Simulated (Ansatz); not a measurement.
Ga₂O₃ (beta-Ga2O3 type, space group C2/m)

```xyz
10
Lattice="6.2276 -1.5417 0.0000 6.2276 1.5417 0.0000 -1.3923 0.0000 5.7103" Properties=species:S:1:pos:R:3 pbc="T T T"
Ga     0.0133     0.0000     4.5380
Ga    11.0496     0.0000     1.1723
Ga     7.7644     0.0000     1.7940
Ga     3.2986     0.0000     3.9164
O      1.8842     0.0000     0.6235
O      9.1787     0.0000     5.0868
O      1.3778     0.0000     3.2227
O      9.6851     0.0000     2.4876
O      5.8207     0.0000     1.4659
O      5.2422     0.0000     4.2444
```

The slice is a (001) plane (indices of the conventional cell) through the point (0.164, 0.164, 0.109) (fractional), spanned by u = [1 -1 0] and v = [110] in vectors of this cell: u (3.08 Å) and v (12.46 Å, at 90° to u). It covers one period; positions are fractions (u, v).

Level of theory: PBE (plane waves to 420 eV, PAW, scalar-relativistic; Ansatz, a first-principles code). k mesh 11×11×6. Near the nuclei the fields are pseudised (PAW); where an atom keeps semicore shells as valence, they peak there. Ga2O3 was relaxed with its symmetry unable to fall.

Q: Sketch the electrostatic potential energy of an electron, from the cell's mean on this plane as a map.

A: 
```
|xx53235x|
|88876788|
|67888887|
|00366630|
|xx03530x|
|x0035300|
|23577753|
|88999998|
|777xxx77|
|23xxxxx3|
|235xxx53|
|67888887|
|88876788|
|66300036|
|530xxx03|
|5300x003|
|77532357|
|99988899|
|xx77777x|
|xxx323xx|
```
Scale: ten equal steps from 1.00 (start of '0') to 9.28 (end of '9'), in the order '0123456789'. Values: electrostatic potential energy of an electron, from the cell's mean, in eV. The map has 8 points along u (one character each, u = 0 at the left) and 20 along v (v = 0 in the bottom row). Points within 0.8 Å of a nucleus are blanked (x), as the pseudised field means little there. Values under 1 eV are set to 1. The zero, the cell's mean, hangs on the PAW cores.
